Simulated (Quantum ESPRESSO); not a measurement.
## NbZr3In3Ru (input and log of a self-consistent run)

Computed values, not a measurement. The program is pw.x of Quantum ESPRESSO 7.5 (plane-wave density functional theory). The cell is made up: eight metal atoms on a face-centred cubic lattice, with elements, volume, strain and displacements drawn at random and not relaxed, so it may be unstable or far from any real phase. PseudoDojo standard norm-conserving files set the functional (PBE unless stated); there is no spin polarisation or spin-orbit coupling, the Fermi-Dirac width of 0.25 eV means electrons at about 2900 K, and the masses in the input are unused placeholders. A spin test at this wide smearing found no moment, but such smearing suppresses magnetism that the real alloy may have.

Input:

```
&control calculation='scf', pseudo_dir='./dojo.nc.sr.pbe.v0_5.standard.upf', outdir='./o', disk_io='minimal', tprnfor=.true., tstress=.true. /
&system ibrav=0, nat=8, ntyp=4, nbnd=66, ecutwfc=84.00895049, nosym=.true., tot_charge=0,
 occupations='smearing', smearing='fd', degauss=0.0183746611
/
&electrons conv_thr=1.470e-08, electron_maxstep=70, mixing_beta=0.5 /
ATOMIC_SPECIES
In 1.0 In.upf
Nb 1.0 Nb.upf
Ru 1.0 Ru.upf
Zr 1.0 Zr.upf
CELL_PARAMETERS angstrom
-4.3516 0.033 -0.0099
0.0429 -4.3792 4.3044
-0.0446 6.5405 2.1239
ATOMIC_POSITIONS angstrom
Nb 0.0391 0.0757 -0.087
Zr -0.0226 2.1173 2.1692
Zr -0.009 -2.1644 2.19
In -0.086 -0.0271 4.2626
Zr -2.1201 4.2933 2.1239
In -2.1895 -0.0327 2.2313
Ru -2.2115 2.1681 4.2872
In -2.1861 -2.1728 4.2746
K_POINTS automatic
5 4 4 1 1 1
```

The log is shortened where brackets say so; the opening notice, blank lines, dates and the lines on written files are dropped, and the path of the files is cut. It prints rydbergs, bohrs and kilobars, and counts compression as positive stress. Its total energy is the free energy E - TS of the whole cell.

```
     Program PWSCF v.7.5
     Parallel version (MPI & OpenMP), running on       4 processor cores
     Number of MPI processes:                 4
     Threads/MPI process:                     1
     [start-up lines left out]
     bravais-lattice index     =            0
     lattice parameter (alat)  =       8.2236  a.u.
     unit-cell volume          =    1099.8048 (a.u.)^3
     number of atoms/cell      =            8
     number of atomic types    =            4
     number of electrons       =       104.00
     number of Kohn-Sham states=           66
     kinetic-energy cutoff     =      84.0090  Ry
     charge density cutoff     =     336.0358  Ry
     scf convergence threshold =      1.5E-08
     mixing beta               =       0.5000
     number of iterations used =            8  plain     mixing
     Exchange-correlation= PBE
                           (   1   4   3   4   0   0   0)
     [axes and pseudopotential details left out]
   Cartesian axes
     site n.     atom                  positions (alat units)
         1        Nb     tau(   1) = (   0.0089849   0.0173954  -0.0199920  )
         2        Zr     tau(   2) = (  -0.0051933   0.4865414   0.4984677  )
         3        Zr     tau(   3) = (  -0.0020681  -0.4973647   0.5032474  )
         4        In     tau(   4) = (  -0.0197622  -0.0062274   0.9795171  )
         5        Zr     tau(   5) = (  -0.4871848   0.9865717   0.4880581  )
         6        In     tau(   6) = (  -0.5031325  -0.0075142   0.5127379  )
         7        Ru     tau(   7) = (  -0.5081880   0.4982149   0.9851700  )
         8        In     tau(   8) = (  -0.5023512  -0.4992949   0.9822746  )
     number of k points=    40  Fermi-Dirac smearing, width (Ry)=  0.0184
                       cart. coord. in units 2pi/alat
        k(    1) = (  -0.1001300   0.0309120   0.1588217), wk =   0.0500000
        k(    2) = (  -0.0994712   0.1559480   0.2860241), wk =   0.0500000
     [further k points left out]
     Dense  grid:   114343 G-vectors     FFT dimensions: (  48,  72,  75)
     Estimated max dynamical RAM per process >     330.10 MB
     Estimated total dynamical RAM >       1.21 GB
     Initial potential from superposition of free atoms
     starting charge     103.9781, renormalised to     104.0000
     Starting wfcs are   77 randomized atomic wfcs
     total cpu time spent up to now is        5.4 secs
     per-process dynamical memory:   244.6 Mb
     Self-consistent Calculation
     iteration #  1     ecut=    84.01 Ry     beta= 0.50
     Davidson diagonalization with overlap
     ethr =  1.00E-02,  avg # of iterations =  2.0
     total cpu time spent up to now is       15.0 secs
     total energy              =   -1028.25197947 Ry
     estimated scf accuracy    <       1.77918623 Ry
     iteration #  2     ecut=    84.01 Ry     beta= 0.50
     Davidson diagonalization with overlap
     ethr =  1.71E-03,  avg # of iterations =  5.0
     total cpu time spent up to now is       27.2 secs
     total energy              =   -1027.67199618 Ry
     estimated scf accuracy    <      19.40300181 Ry
     iteration #  3     ecut=    84.01 Ry     beta= 0.50
     Davidson diagonalization with overlap
     ethr =  1.71E-03,  avg # of iterations =  3.0
     total cpu time spent up to now is       37.1 secs
     total energy              =   -1029.15862320 Ry
     estimated scf accuracy    <       0.75320614 Ry
     iteration #  4     ecut=    84.01 Ry     beta= 0.50
     Davidson diagonalization with overlap
     ethr =  7.24E-04,  avg # of iterations =  2.0
     total cpu time spent up to now is       46.0 secs
     total energy              =   -1029.19926415 Ry
     estimated scf accuracy    <       0.27313447 Ry
     iteration #  5     ecut=    84.01 Ry     beta= 0.50
     Davidson diagonalization with overlap
     ethr =  2.63E-04,  avg # of iterations =  2.6
     total cpu time spent up to now is       55.4 secs
     total energy              =   -1029.22113018 Ry
     estimated scf accuracy    <       0.11101408 Ry
     [iterations 6 to 11 left out]
     iteration # 12     ecut=    84.01 Ry     beta= 0.50
     Davidson diagonalization with overlap
     ethr =  1.22E-08,  avg # of iterations =  5.1
     total cpu time spent up to now is      125.9 secs
     total energy              =   -1029.23673597 Ry
     estimated scf accuracy    <       0.00000074 Ry
     iteration # 13     ecut=    84.01 Ry     beta= 0.50
     Davidson diagonalization with overlap
     ethr =  7.12E-10,  avg # of iterations =  3.9
     total cpu time spent up to now is      135.9 secs
     total energy              =   -1029.23673611 Ry
     estimated scf accuracy    <       0.00000021 Ry
     iteration # 14     ecut=    84.01 Ry     beta= 0.50
     Davidson diagonalization with overlap
     ethr =  1.98E-10,  avg # of iterations =  2.1
     total cpu time spent up to now is      145.2 secs
     total energy              =   -1029.23673613 Ry
     estimated scf accuracy    <       0.00000023 Ry
     iteration # 15     ecut=    84.01 Ry     beta= 0.50
     Davidson diagonalization with overlap
     ethr =  1.98E-10,  avg # of iterations =  1.8
     total cpu time spent up to now is      153.7 secs
     total energy              =   -1029.23673616 Ry
     estimated scf accuracy    <       0.00000003 Ry
     iteration # 16     ecut=    84.01 Ry     beta= 0.50
     Davidson diagonalization with overlap
     ethr =  3.27E-11,  avg # of iterations =  2.1
     total cpu time spent up to now is      162.6 secs
     End of self-consistent calculation
     [lines on levels left out]
!    total energy              =   -1029.23673616 Ry
     estimated scf accuracy    <          6.5E-09 Ry
     smearing contrib. (-TS)   =      -0.11739915 Ry
     internal energy E=F+TS    =   -1029.11933701 Ry
     The total energy is F=E-TS. E is the sum of the following terms:
     one-electron contribution =    -199.20156368 Ry
     hartree contribution      =     168.60060551 Ry
     xc contribution           =    -240.84412829 Ry
     ewald contribution        =    -757.67425055 Ry
     convergence has been achieved in  16 iterations
     Forces acting on atoms (cartesian axes, Ry/au):
     atom    1 type  2   force =    -0.00433423   -0.04912500   -0.03524831
     atom    2 type  4   force =     0.00936238   -0.00589035    0.00057493
     atom    3 type  4   force =     0.00661621   -0.02182766   -0.00242154
     atom    4 type  1   force =     0.02739620    0.04576813    0.04033106
     atom    5 type  4   force =    -0.03858659    0.04675109    0.01183889
     atom    6 type  1   force =    -0.00600374    0.02838017   -0.03473575
     atom    7 type  3   force =     0.00121568    0.00999035    0.01961790
     atom    8 type  1   force =     0.00433409   -0.05404674    0.00004282
     Total force =     0.134476     Total SCF correction =     0.000337
     Computing stress (Cartesian axis) and pressure
          total   stress  (Ry/bohr**3)                   (kbar)     P=       22.84
   0.00008368   0.00006750  -0.00001535           12.31        9.93       -2.26
   0.00006750   0.00028500   0.00006355            9.93       41.93        9.35
  -0.00001535   0.00006355   0.00009702           -2.26        9.35       14.27
     init_run     :      4.76s CPU      4.93s WALL (       1 calls)
     electrons    :    156.13s CPU    157.25s WALL (       1 calls)
     forces       :      1.36s CPU      1.38s WALL (       1 calls)
     stress       :      4.46s CPU      4.46s WALL (       1 calls)
     [timing details left out]
     PWSCF        :   2m47.19s CPU   2m48.53s WALL
     JOB DONE.
```

In other units: free energy -14003.479 eV for the cell, pressure 2.28 GPa, largest force component 1.390 eV/Å in size. The run took 170 s of wall time with four MPI processes on a shared machine (Intel Xeon, 2023 or later, virtual cores), so the time is rough. A rerun of this cell at a higher cutoff and on a denser mesh moved values by no more than 0.002 eV in energy, 0.04 GPa in stress and 0.006 eV/Å in force, and a second program with other atomic files agreed on that cell to 2 % rms in force and 0.5 GPa in pressure.